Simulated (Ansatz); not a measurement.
## Ir (fcc)

The computed numbers are results of PBEsol, scalar-relativistic (no spin polarisation) in the plane-wave PAW code Ansatz at 420 eV, 18×18×18 k-mesh, Gaussian smearing of 0.05 eV. The datasets are Ansatz's generated set soft_2.

```
Ir
1.0
     0.00000    1.91508    1.91508
     1.91508    0.00000    1.91508
     1.91508    1.91508    0.00000
Ir
1
Direct
  0.00000 0.00000 0.00000
```

Question: Which orbitals carry the states at the Fermi level, and how many states are there?

Answer: Within 0.1 eV of it: Ir 5d 97 % (shares among the projected shells). The density of states at the Fermi level is about 0.89 states/eV per cell, averaged over 0.3 eV.

Density of states (tetrahedra, averaged over 0.5 eV; states/eV per cell of 1 atom; energy in eV from the Fermi level; projections on Löwdin-orthogonalised atomic orbitals, summed over sites):

```csv
E,total,Ir 5d,Ir 6s
-7.60,0.82,0.55,0.26
-7.10,1.20,0.97,0.22
-6.60,1.13,0.99,0.12
-6.10,0.91,0.84,0.05
-5.60,0.99,0.94,0.02
-5.10,1.06,1.00,0.04
-4.60,1.21,1.12,0.06
-4.10,1.40,1.26,0.09
-3.60,1.76,1.62,0.08
-3.10,1.14,1.03,0.07
-2.60,0.90,0.81,0.04
-2.10,1.02,0.93,0.04
-1.60,1.17,1.09,0.04
-1.10,0.90,0.84,0.03
-0.60,0.84,0.79,0.03
-0.10,0.87,0.82,0.03
0.40,1.15,1.10,0.03
0.90,1.38,1.32,0.04
1.40,0.60,0.53,0.05
1.90,0.27,0.17,0.06
2.40,0.27,0.15,0.07
2.90,0.27,0.12,0.08
3.40,0.27,0.10,0.09
3.90,0.27,0.08,0.10
4.40,0.26,0.06,0.10
4.90,0.25,0.05,0.10
5.40,0.23,0.03,0.09
5.90,0.21,0.03,0.09
```

With 17 valence electrons in the calculation's cell and no magnetic order, the bands, two electrons each, can't all be full or empty: band theory demands a metal. (Only strong correlation, outside this picture, could make a Mott insulator of it.)

Spin–orbit coupling, which matters for such heavy elements, is left out.
